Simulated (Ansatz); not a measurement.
The calculation used DFT, r2SCAN, plane waves (500 eV) with PAW, scalar-relativistic (Ansatz 0.2.0). (PAW data from PBE, frozen cores regenerated.)

An element in the simple cubic structure gives this curve. The cell is scaled uniformly from the relaxed one, with fractional coordinates and shape fixed. Energies are extrapolated to zero smearing, pressures are those at the given smearing. Magnetic state: spin not included.

```csv
V (Å³/atom),E − E₀ (meV/atom),P (GPa)
15.863,207.9,36.14
16.584,81.7,21.13
17.305,16.5,9.05
18.026,0.3,-0.70
18.747,23.7,-8.59
19.468,78.9,-14.99
20.189,160.1,-20.19
```

**Question.** Which element is it?
A. iridium
B. titanium
C. tungsten
D. germanium

**Answer.** C. Its fit is V₀ = 17.94 Å³/atom, B₀ = 224 GPa, B₀′ = 4.3.
